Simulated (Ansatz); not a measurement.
SnTe (rock salt): values from a third-order Birch-Murnaghan fit to a volume scan beside measured ones. Computed values: r2SCAN (plane waves to 500 eV, PAW, scalar-relativistic; Ansatz, a program for electronic structure). SnTe was relaxed with its symmetry unable to fall. Spin-orbit coupling is left out, though Te is heavy. The PAW data are Ansatz's earlier set.

| quantity | reference | kind | r2SCAN | difference |
|---|---|---|---|---|
| Lattice constant a (Å) | 6.316 | measured, room temperature or unstated | 6.371 | +0.9 % |
| Bulk modulus B₀ (GPa) | 37.8 | measured, room temperature or unstated | 44.0 | +16.3 % |

References as given in: Ayanesh Maiti, Ankita Singh, Kartik K. Iyer et al., Applied Physics Letters (2022), arXiv:2109.01420; Cormac Toher, Corey Oses, Jose J. Plata et al., Physical Review Materials (2017), arXiv:1611.05714. Values not taken to low temperature hold thermal and zero-point shifts that a static calculation lacks, so small differences there are no errors of the method.

(A scan under strain: stresses follow from slopes of the energy per volume, elastic moduli from its curvatures.)
